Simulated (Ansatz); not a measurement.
GaNi₃C:
```
GaNi3C
1.0
    3.73338     0.00000     0.00000
    0.00000     3.73338     0.00000
    0.00000     0.00000     3.73338
Ga C Ni
1 1 3
Cartesian
  0.00000   0.00000   0.00000
  1.86669   1.86669   1.86669
  0.00000   1.86669   1.86669
  1.86669   1.86669   0.00000
  1.86669   0.00000   1.86669
```

Relaxed with PBEsol. Special points in fractions of this cell's reciprocal vectors: Γ (0.000, 0.000, 0.000); X (0.000, 0.500, 0.000); M (0.500, 0.500, 0.000); R (0.500, 0.500, 0.500).

Problem. List the band energies nearest the Fermi level at these points for the program Ansatz at the PBEsol level (PAW).

Solution. In eV from the Fermi level; about four levels below and three above (degenerate sets whole), none deeper than 8.9 eV; points with the same levels are listed once.

| k | below | above |
|---|---|---|
| Γ | -0.95 -0.95 -0.95 -0.69 | 1.83 2.97 2.97 2.97 |
| X | -1.29 -0.95 -0.01 -0.01 | 1.79 2.81 3.75 3.75 |
| M | -1.35 -1.06 -0.42 -0.42 | 1.19 4.70 4.70 |
| R | -1.37 -1.37 -0.91 -0.91 -0.91 | 0.84 1.18 1.18 1.18 |

Space group Pm-3m (anti-perovskite). The cell is a constructed one: a structure type filled with these elements; the Crystallography Open Database copy checked does not list it. Whether it is the stable phase at ambient conditions was not checked. Symmetry was held in the PBEsol relaxation; its stability against distortions is not shown here. The workflow began spin-polarised and lost its moments. Scalar-relativistic: spin–orbit coupling is off unless named, which matters more the heavier the elements.

Potentials: the later of the program's two PAW sets.
